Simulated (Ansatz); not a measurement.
Consider the following.

SnSe₂:
Space group R-3m, hexagonal axes (No. 166); a = b = 3.8706 Å, c = 22.0811 Å, α = β = 90.00°, γ = 120.00°

```json
[
 {"atom": "Sn", "site": "3a", "symmetry": "-3m", "x": "0.0000", "y": "0.0000", "z": "0.0000"},
 {"atom": "Se", "site": "6c", "symmetry": "3m", "x": "0.0000", "y": "0.0000", "z": "0.2611"}
]
```
(The calculation used a cell of 3 atoms; values per cell refer to that cell.)

This is the PBE-relaxed structure.

Task: All from plane-wave PAW PBE (Ansatz code), unless another level is named. Predict the electron effective mass.

Result: 0.22, 0.62, 1.2 mₑ (principal values).

Task: What about the weight of the conduction-edge state by species (Voronoi cells)?

Result: Se 71 %, Sn 29 %.

Task: And the conduction-band minimum?

Result: at F (3 equivalent valleys).

A made-up cell: these elements were put on the sites of a structure type; neither database checked (COD, Materials Project) lists it. COD files the formula under space group No. 164, 217, so this cell is another polymorph or a model. Whether it is the stable phase at ambient conditions was not checked. Symmetry was held in the PBE relaxation; whether a distortion lowers the energy is not shown. A crystal of weakly bound layers computed without a dispersion correction: the cell and the soft elastic constants depend strongly on that. Spin–orbit coupling is left out wherever it is not named.

Potentials: the later of the program's two PAW sets.

Edges and masses are those of Kohn–Sham bands, whose gap is no quasiparticle gap.
